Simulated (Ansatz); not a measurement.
System: Rh₂Au (cadmium iodide prototype, strained and with displaced atoms), 3 atoms in the cell.

Computed with Ansatz 0.2.0 development build, PBE with spin–orbit coupling, plane waves, PAW datasets (generated soft set 1).

Cutoff 420 eV; k-mesh 3×3×1 Γ-centred; Fermi–Dirac smearing of 0.15 eV.

```
Au Rh
1.0
     3.79351   -0.07198    0.09718
    -1.95909    3.14667   -0.02361
     0.15869    0.04710    5.98258
Au Rh
1 2
Direct
  0.63518 0.28088 0.84427
  0.99438 0.98084 0.09461
  0.31609 0.67215 0.59990
```

Question: What pressure does the calculation give?

Answer: The pressure is -5.49 GPa, so at these settings the cell is stretched and would shrink.

Question: Which atom feels the largest force? Give all forces.

Answer: Rh3, 2.097 eV/Å.

```tsv
atom	Fx (eV/Å)	Fy (eV/Å)	Fz (eV/Å)
Au1	0.271	1.777	0.725
Rh2	-1.001	-0.416	0.694
Rh3	0.730	-1.361	-1.419
```

Question: Metal or insulator on this mesh?

Answer: No gap opens on the mesh: metallic.

The stress includes the program's correction for the finite plane-wave basis.

The k-mesh is coarse, so these values belong to this mesh and can lie far from the converged ones. The elements were drawn onto a prototype; most such cells aren't known phases.
